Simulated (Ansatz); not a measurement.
SiO2:
```cif
data_O6Si3
_chemical_formula_sum 'O6 Si3'
_space_group_name_H-M_alt 'P3121'
_space_group_IT_number 152
_space_group_name_Hall 'P 31 2"'
_cell_length_a 4.92010
_cell_length_b 4.92010
_cell_length_c 5.41571
_cell_angle_alpha 90.000
_cell_angle_beta 90.000
_cell_angle_gamma 120.000
loop_
_atom_site_label
_atom_site_type_symbol
_atom_site_symmetry_multiplicity
_atom_site_Wyckoff_symbol
_atom_site_fract_x
_atom_site_fract_y
_atom_site_fract_z
_atom_site_occupancy
O1 O 6 c 0.41317 0.26916 0.21553 1
Si1 Si 3 a 0.53109 0.53109 0.00000 1
```

Relaxed with r²SCAN.

**Question.** Decompose the optical modes at the zone centre into irreducible representations, and say which are infrared and Raman allowed.

**Answer.** Point group 32: Γ_opt = 4A1 + 4A2 + 8E. Infrared: A2, E. Raman: A1, E.

**Question.** Assign frequencies (DFPT, r²SCAN in the plane-wave PAW code Ansatz; without the LO–TO term).

**Answer.** E 130, A1 212, E 264, A1 353, A2 360, E 390, E 448, A1 463, A2 494, E 695, A2 775, E 795, E 1071, A2 1079, A1 1087, E 1163 cm⁻¹.

Space group P3_121. Symmetry was held in the r²SCAN relaxation; phonons on a q-mesh show no instability.

Potentials: the later of the program's two PAW sets.
